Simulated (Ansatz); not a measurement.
## PbTe2 (fluorite structure)

Method: PBEsol, scalar-relativistic; no spin polarisation; PAW, 420 eV, 8×8×8 k-mesh, Gaussian smearing of 0.05 eV; code Ansatz; PAW files: Ansatz's generated set soft_2.

Space group Fm-3m (No. 225). a = 7.465 Å, b = 7.465 Å, c = 7.465 Å, α = 90.00°, β = 90.00°, γ = 90.00°
```json
{"atom": "Pb", "site": "4a", "symmetry": "m-3m", "x": "0.0000", "y": "0.0000", "z": "0.0000"}
{"atom": "Te", "site": "8c", "symmetry": "-43m", "x": "0.2500", "y": "0.7500", "z": "0.7500"}
```

This is a trial structure made by placing the elements on a prototype's sites, so it needn't be the stable form.

Q: Which orbitals carry the states at the Fermi level, and how many states are there?

A: Within 0.1 eV of it: Te 5p 88 % (shares among the projected shells). The density of states at the Fermi level is about 3.7 states/eV per cell, averaged over 0.3 eV.

Density of states (tetrahedra, averaged over 0.3 eV; states/eV per cell of 3 atoms; energy in eV from the Fermi level):

```json
{"E (eV)": "-7.60", "DOS": "1.16"}
{"E (eV)": "-7.30", "DOS": "0.75"}
{"E (eV)": "-7.00", "DOS": "0.45"}
{"E (eV)": "-6.70", "DOS": "0.30"}
{"E (eV)": "-6.40", "DOS": "0.19"}
{"E (eV)": "-6.10", "DOS": "0.10"}
{"E (eV)": "-5.80", "DOS": "0.00"}
{"E (eV)": "-5.50", "DOS": "0.00"}
{"E (eV)": "-5.20", "DOS": "0.00"}
{"E (eV)": "-4.90", "DOS": "0.00"}
{"E (eV)": "-4.60", "DOS": "0.00"}
{"E (eV)": "-4.30", "DOS": "0.49"}
{"E (eV)": "-4.00", "DOS": "1.92"}
{"E (eV)": "-3.70", "DOS": "2.19"}
{"E (eV)": "-3.40", "DOS": "2.36"}
{"E (eV)": "-3.10", "DOS": "2.63"}
{"E (eV)": "-2.80", "DOS": "3.35"}
{"E (eV)": "-2.50", "DOS": "1.52"}
{"E (eV)": "-2.20", "DOS": "2.05"}
{"E (eV)": "-1.90", "DOS": "1.55"}
{"E (eV)": "-1.60", "DOS": "2.73"}
{"E (eV)": "-1.30", "DOS": "1.60"}
{"E (eV)": "-1.00", "DOS": "2.21"}
{"E (eV)": "-0.70", "DOS": "3.16"}
{"E (eV)": "-0.40", "DOS": "3.10"}
{"E (eV)": "-0.10", "DOS": "3.11"}
{"E (eV)": "0.20", "DOS": "2.94"}
{"E (eV)": "0.50", "DOS": "1.94"}
{"E (eV)": "0.80", "DOS": "1.03"}
{"E (eV)": "1.10", "DOS": "0.13"}
{"E (eV)": "1.40", "DOS": "0.10"}
{"E (eV)": "1.70", "DOS": "0.52"}
{"E (eV)": "2.00", "DOS": "0.84"}
{"E (eV)": "2.30", "DOS": "1.06"}
{"E (eV)": "2.60", "DOS": "1.39"}
{"E (eV)": "2.90", "DOS": "2.49"}
{"E (eV)": "3.20", "DOS": "2.93"}
{"E (eV)": "3.50", "DOS": "3.02"}
{"E (eV)": "3.80", "DOS": "2.84"}
{"E (eV)": "4.10", "DOS": "2.70"}
{"E (eV)": "4.40", "DOS": "2.00"}
{"E (eV)": "4.70", "DOS": "0.11"}
{"E (eV)": "5.00", "DOS": "0.00"}
```

These numbers lack spin–orbit coupling.
